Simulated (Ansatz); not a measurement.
SnO:
```yaml
crystal:
  lattice:
    - [3.76363, 0.00000, 0.00000]
    - [0.00000, 3.76363, 0.00000]
    - [0.00000, 0.00000, 31.00000]
  atoms:
    - { symbol: Sn, position: [0.50000, 0.00000, 0.53784] }
    - { symbol: Sn, position: [0.00000, 0.50000, 0.46216] }
    - { symbol: O, position: [0.50000, 0.50000, 0.50000] }
    - { symbol: O, position: [0.00000, 0.00000, 0.50000] }
```
The layer is periodic in x and y and isolated along z.

Relaxed with r²SCAN+D4. The program Ansatz at the r²SCAN+D4 level (PAW) gives a gap of 3.44 eV.

Problem. What gap does HSE06 give on the same cell (Ansatz, PAW)?

Solution. 3.99 eV, 0.54 eV more. The hybrid was solved on a coarser mesh and at special points; its gap is the smallest among all of these.

```json
[
 {"k": "Γ", "v1 r²SCAN+D4": "-0.08", "c1 r²SCAN+D4": "3.82", "v1 HSE06": "-0.11", "c1 HSE06": "4.22"},
 {"k": "M", "v1 r²SCAN+D4": "-0.57", "c1 r²SCAN+D4": "3.59", "v1 HSE06": "(withheld)", "c1 HSE06": "(withheld)"},
 {"k": "X", "v1 r²SCAN+D4": "-0.53", "c1 r²SCAN+D4": "3.53", "v1 HSE06": "(withheld)", "c1 HSE06": "(withheld)"}
]
```

Problem. Top valence (v1) and lowest conduction level (c1) in eV from each method's valence maximum (which need not be a listed point): supply the withheld HSE06 values.

Solution. 
- X, v1 HSE06: -0.55
- X, c1 HSE06: 4.05
- M, v1 HSE06: -0.53
- M, c1 HSE06: 4.12

Cost on shared cores: the r²SCAN+D4 run (SCF on a 10×10×1 mesh, then bands and DOS) around 2.3 core-minutes (rough), the HSE06 run (SCF on 6×6×1, then a few points) roughly 7 core-minutes; the tasks are unlike.

Space group P4/nmm (square). The layer was cut from a bulk entry of the Materials Project (measured or hypothetical); whether that bulk phase is the ambient one, and whether the layer has been isolated, was not checked. Symmetry was held in the r²SCAN+D4 relaxation; its stability against distortions is not shown here. Scalar-relativistic: spin–orbit coupling is off unless named, which matters more the heavier the elements.

Potentials: the later of the program's two PAW sets.
